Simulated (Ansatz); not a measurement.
HfO2 (fluorite, space group No. 225) at seven volumes, the program Ansatz at the PBEsol level (PAW), scaled uniformly. One row is withheld.

```
V (Å³/atom)  P (GPa)
-----------  -------
9.730          30.42
10.051             ?
10.372          8.58
10.693          0.00
11.014         -7.35
11.334        -13.62
11.655        -19.01
```

**Question.** Fit the shown pressures and predict the withheld one.

**Answer.** P = (3/2)B₀(x^(7/2) − x^(5/2))[1 + (3/4)(B′ − 4)(x − 1)] with x = (V₀/V)^(2/3). Least squares on the six rows gives V₀ = 10.693 Å³/atom, B₀ = 264 GPa, B′ = 4.20. At V = 10.051, x = 1.0421 and P = 18.62 GPa. The run itself gave 18.64 GPa.

Space group Fm-3m (fluorite). This is a known high-temperature phase of the composition, computed here at zero pressure and temperature. The cell was relaxed with PBEsol under the symmetry of its start; its stability against distortions is not shown here. The run is not spin-polarised. Scalar-relativistic: spin–orbit coupling is off unless named, which matters more the heavier the elements.

Potentials: the later of the program's two PAW sets.
